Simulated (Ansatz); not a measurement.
### Question
Each is relaxed and computed with r²SCAN (plane waves, PAW; program Ansatz). Which is the only metal?
A) Rb3FeF6, Fm-3m (Rb on 8c, Rb on 4b, Fe on 4a, F on 24e)
B) CeFeSi, P4/nmm (Ce on 2c, Fe on 2a, Si on 2c)
C) SiO2, rutile
D) FeAs2, Pnnm (Fe on 2a, As on 4g)

### Answer
B, CeFeSi, P4/nmm (Ce on 2c, Fe on 2a, Si on 2c). CeFeSi: metal; Rb3FeF6: gap 2.76 eV (indirect); SiO2: gap 6.51 eV (direct); FeAs2: gap 0.51 eV (indirect). The 4f shell is in the valence, and the state reached may lie above the lowest one. Spin orders computed, not proven ground states: CeFeSi, P4/nmm (Ce on 2c, Fe on 2a, Si on 2c) ferrimagnetic; Rb3FeF6, Fm-3m (Rb on 8c, Rb on 4b, Fe on 4a, F on 24e) ferromagnetic. Not the usual ambient phase: SiO2, rutile. Standing as an ambient phase not checked: CeFeSi, P4/nmm (Ce on 2c, Fe on 2a, Si on 2c); Rb3FeF6, Fm-3m (Rb on 8c, Rb on 4b, Fe on 4a, F on 24e); FeAs2, Pnnm (Fe on 2a, As on 4g). All cells were relaxed under the symmetry of their starts (and spin orders); stability against distortions was not tested throughout. Rows with no word on spin ran without spin polarisation. No Hubbard U is applied. Scalar-relativistic: spin–orbit coupling is off unless named, which matters more the heavier the elements.

Potentials: the later of the program's two PAW sets.
